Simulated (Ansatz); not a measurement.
BePd (CsCl type, space group No. 221), PBE in the plane-wave PAW code Ansatz, all energies at zero smearing, with the estimated change up to a 700 eV cutoff added, with one set of potentials and settings (totals compare only within such a set). Cell of 2 atoms (1 Be, 1 Pd): -7066.774 eV.

```json
[
 {"element": "Be", "reference phase": "P6_3/mmc, 2 atoms in the cell", "E (eV/atom)": "-92.7620"},
 {"element": "Pd", "reference phase": "Fm-3m, 1 atoms in the cell", "E (eV/atom)": "-6972.8544"}
]
```

Formation energy per atom, worked out: (-7066.774 − 1×(-92.7620) − 1×(-6972.8544))/2 = -0.579 eV/atom (-56 kJ per mol of atoms), at 0 K, without zero-point energy or fitted corrections.

Space group Pm-3m (CsCl type). The first step of the workflow began from a Materials Project structure, measured or hypothetical; the Crystallography Open Database files this formula in space group No. 221, but the cells were not matched. Its standing as an ambient phase is unchecked. The PBE relaxation kept the symmetry of its start; whether a distortion lowers the energy is not shown. The run is not spin-polarised. The references are the lowest solids computed at this level, not always the standard phases.

Potentials: the later of the program's two PAW sets.
